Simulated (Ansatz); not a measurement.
LaGaNi4:
```yaml
crystal:
  lattice:
    - [5.14840, 0.00000, 0.00000]
    - [-2.57420, 4.45864, 0.00000]
    - [0.00000, 0.00000, 3.84484]
  atoms:
    - { symbol: La, position: [0.00000, 0.00000, 0.00000] }
    - { symbol: Ga, position: [0.33333, 0.66667, 0.00000] }
    - { symbol: Ni, position: [0.66667, 0.33333, 0.00000] }
    - { symbol: Ni, position: [0.99353, 0.49677, 0.50000] }
    - { symbol: Ni, position: [0.50323, 0.00647, 0.50000] }
    - { symbol: Ni, position: [0.50323, 0.49677, 0.50000] }
```

Relaxed with r²SCAN. Special points in fractions of this cell's reciprocal vectors: Γ (0.000, 0.000, 0.000); M (0.500, 0.000, 0.000); K (0.333, 0.333, 0.000); A (0.000, 0.000, 0.500); L (0.500, 0.000, 0.500); H (0.333, 0.333, 0.500).

Q: List the band energies nearest the Fermi level at these points for plane-wave PAW r²SCAN (Ansatz code).

A: In eV from the Fermi level; about four levels below and three above (degenerate sets whole), none deeper than 8.9 eV; points with the same levels are listed once.

```csv
k,below,above
Γ,-0.68 -0.47 -0.47 -0.05,0.76 0.80 0.80
M,-0.86 -0.73 -0.35 -0.31,1.04 1.45 1.69
K,-0.97 -0.74 -0.48 -0.32,1.05 1.48 2.22
A,-0.51 -0.51 -0.34 -0.05,0.34 0.34 2.59
L,-0.63 -0.58 -0.17 -0.16,0.95 1.24 2.33
H,-0.72 -0.29 -0.18 -0.16,0.19 1.63 2.68
```

Space group P-6m2. The first step of the workflow began from a Materials Project structure, measured or hypothetical; the Crystallography Open Database copy checked does not list it. With Ga and Ni taken as one species the cell has the higher symmetry P6/mmm, so it may be an ordered model of a mixed-site phase. Its standing as an ambient phase is unchecked. Symmetry was held in the r²SCAN relaxation; whether a distortion lowers the energy is not shown. The run is not spin-polarised. Scalar-relativistic: spin–orbit coupling is off unless named, which matters more the heavier the elements.

Potentials: the later of the program's two PAW sets.
